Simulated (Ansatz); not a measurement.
GaAs:
```
GaAs
1.0
    0.00000     2.83325     2.83325
    2.83325     0.00000     2.83325
    2.83325     2.83325     0.00000
As Ga
1 1
Cartesian
  4.24987   4.24987   4.24987
  0.00000   0.00000   0.00000
```

Relaxed with r²SCAN.

Map the valence electron density (e/Å³), cut off at 1 on the plane through (0.750, 0.750, 0.750) spanned by u = [1, 0, 0] and v = [-1, 1, 1] in lattice vectors, from r²SCAN (plane waves, PAW; program Ansatz).

x is the fraction of u, y of v (the angle between them is 90°; rows are the nearest grid lines); atoms in the plane: As at (0.00, 0.00), Ga at (0.50, 0.25).
```
|999994321111123499999|
|999984211000112489999|
|999953110000011359999|
|875421000000000124578|
|443211000000000112344|
|222110000000000011222|
|111000000000000000111|
|000000000000000000000|
|000000000000000000000|
|000000000000000000000|
|000000000000000000000|
|000000000000000000000|
|000000011111110000000|
|000000112222211000000|
|000000124565421000000|
|000001248999842100000|
|000012499999994210000|
|111123699999996321111|
|222233699999996332222|
|444444599999995444444|
|886554469999964455688|
|999975432222234579999|
|999995322111223599999|
|999994321111123499999|
```
Scale: ten equal steps from 0.016 (start of '0') to 1.00 (end of '9'), in the order '0123456789'; x runs from 0.000 to 1.00, y from 0.000 (bottom) to 1.00 (top).

The density is the valence pseudo-density with augmentation charge, so density and ELF within about 1 Å of a nucleus are not all-electron values.

Space group F-43m (zinc blende). The r²SCAN relaxation kept the symmetry of its start.

Potentials: the later of the program's two PAW sets.
